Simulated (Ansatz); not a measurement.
Equation of state of iridium, simple cubic

Theory: DFT, m-r2SCAN, plane waves (500 eV) with PAW, scalar-relativistic in Ansatz. (PAW data from PBE, frozen cores regenerated.)

The cell is scaled uniformly from the relaxed one, with fractional coordinates and shape fixed. Energies are extrapolated to zero smearing, pressures are those at the given smearing. Magnetic state: non-magnetic.

```json
{"V (Å³/atom)": "14.640", "E − E₀ (meV/atom)": "249.4", "P (GPa)": "46.17"}
{"V (Å³/atom)": "15.306", "E − E₀ (meV/atom)": "99.7", "P (GPa)": "26.82"}
{"V (Å³/atom)": "15.971", "E − E₀ (meV/atom)": "21.6", "P (GPa)": "11.56"}
{"V (Å³/atom)": "16.637", "E − E₀ (meV/atom)": "0.0", "P (GPa)": "-0.48"}
{"V (Å³/atom)": "17.302", "E − E₀ (meV/atom)": "22.8", "P (GPa)": "-9.94"}
{"V (Å³/atom)": "17.968", "E − E₀ (meV/atom)": "80.5", "P (GPa)": "-17.35"}
{"V (Å³/atom)": "18.633", "E − E₀ (meV/atom)": "165.4", "P (GPa)": "-23.13"}
```

**Question.** Fit a third-order Birch-Murnaghan equation.

**Answer.** V₀ = 16.60 Å³/atom, B₀ = 268 GPa, B₀′ = 5.0.

m-r²SCAN is r²SCAN on the gauge-invariant kinetic-energy density; without spin polarisation the two are equal.
